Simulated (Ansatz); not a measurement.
**Na$_{2}$Pt (Ni2In type) from its elements: all-electron against pseudopotential results**

```yaml
crystal:
  lattice:
    - [4.77072, 0.00000, 0.00000]
    - [-2.38536, 4.13157, 0.00000]
    - [0.00000, 0.00000, 5.83909]
  atoms:
    - { symbol: Pt, position: [0.33333, 0.66667, 0.25000] }
    - { symbol: Pt, position: [0.66667, 0.33333, 0.75000] }
    - { symbol: Na, position: [0.00000, 0.00000, 0.00000] }
    - { symbol: Na, position: [0.00000, 0.00000, 0.50000] }
    - { symbol: Na, position: [0.33333, 0.66667, 0.75000] }
    - { symbol: Na, position: [0.66667, 0.33333, 0.25000] }
```

The cell comes from a relaxation on PAW files under the same functional, begun from a prototype that needn't be the stable phase.

Computed with Ansatz 0.2.0; functional LDA, scalar-relativistic. Settings: a Γ-centred 7×7×5 k mesh, Fermi–Dirac smearing of 0.05 eV, no spin polarisation. Methods: LAPW: all electrons, basis error target 1 meV/atom; PAW: frozen-core files, cutoff 420 eV.

The elements are taken as Na bcc, Pt fcc, each relaxed on PAW files under the same functional and computed by the same method as the compound; zero-point and thermal terms are left out.

Spin–orbit coupling is left out, which matters for the heavy atoms. The PAW files were made under PBE.

Give the formation energy by each method, with the residual pressure at this cell and the LAPW gap.



| method | ΔE(formation) (eV/atom) | P at this cell (GPa) | gap (eV) |
| --- | --- | --- | --- |
| LAPW | 0.111 | 0.01 | 0.00 |
| PAW | 0.110 | 0.00 | – |

Give the LAPW value for one formula unit in kJ/mol.

0.111 eV/atom × 3 atoms × 96.485 kJ/(mol·eV) = 32.1 kJ/mol, at zero temperature and without zero-point motion.

What Bader charges does the PAW density give?

Pt1 -1.46 e, Na3 +0.73 e, Na5 +0.72 e.
